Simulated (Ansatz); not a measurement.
## WSe2 (2H-MoS2 type, space group P6_3/mmc): energy against volume

WSe2 (2H-MoS2 type, space group P6_3/mmc)

```cif
data_Se4W2
_chemical_formula_sum 'W2 Se4'
_space_group_name_H-M_alt 'P 1'
_space_group_IT_number 1
_cell_length_a 3.23045
_cell_length_b 3.23045
_cell_length_c 12.41060
_cell_angle_alpha 90.000
_cell_angle_beta 90.000
_cell_angle_gamma 120.000
loop_
_space_group_symop_operation_xyz
  'x, y, z'
loop_
_atom_site_label
_atom_site_type_symbol
_atom_site_fract_x
_atom_site_fract_y
_atom_site_fract_z
_atom_site_occupancy
W1 W 0.33333 0.66667 0.25000 1
W2 W 0.66667 0.33333 0.75000 1
Se1 Se 0.33333 0.66667 0.61454 1
Se2 Se 0.66667 0.33333 0.11454 1
Se3 Se 0.66667 0.33333 0.38546 1
Se4 Se 0.33333 0.66667 0.88546 1
```

This relaxed cell (volume V₀) is scaled evenly in all directions, its shape held. The atoms relax within the cell's symmetry.

Computed with PBEsol-D3(BJ) (plane waves to 420 eV, PAW, scalar-relativistic; Ansatz, a quantum-chemistry and plane-wave program). k mesh 12×12×3 (Γ-centred), Fermi-Dirac smearing 0.05 eV. E stands for the smeared free energy. Stress and pressure are positive under compression. With the shape held, the modulus is that of even scaling; a crystal free to change shape is softer. Spin-orbit coupling is left out, though W is heavy. The PAW data are Ansatz's earlier set. WSe2 is run without spin polarisation. WSe2 was relaxed with its symmetry unable to fall. The zero of ΔE is the relaxed starting cell.

| V/V₀ | ΔE (meV/atom) | P (GPa) |
|---|---|---|
| 0.840 | 175.4 | 22.7 |
| 0.867 | 113.7 | 17.1 |
| 0.893 | 68.1 | 12.4 |
| 0.920 | 35.9 | 8.4 |
| 0.947 | 15.0 | 5.1 |
| 0.973 | 3.5 | 2.3 |
| 1.000 | 0.0 | 0.0 |
| 1.027 | 3.2 | -2.0 |
| 1.053 | 12.0 | -3.6 |
| 1.080 | 25.6 | -5.1 |
| 1.107 | 43.3 | -6.3 |
| 1.133 | 64.5 | -7.3 |
| 1.160 | 88.8 | -8.2 |

Key numbers:

```
Item                                                                            Value
---------------------------------------------------------------------  --------------
Pressure at the smallest volume                                              22.7 GPa
Energy cost of the largest compression                                 175.4 meV/atom
Energy cost of the largest expansion                                    88.8 meV/atom
Bulk modulus at fixed cell shape B₀ (third-order Birch-Murnaghan fit)        81.3 GPa
Pressure derivative B₀′ (fit)                                                     5.4
Equilibrium volume of the fit                                           18.69 Å³/atom
Pressure for 5 % compression (fit)                                            4.8 GPa
```

(Under strain, the slope of the energy per volume gives the stress and its curvature an elastic modulus.)
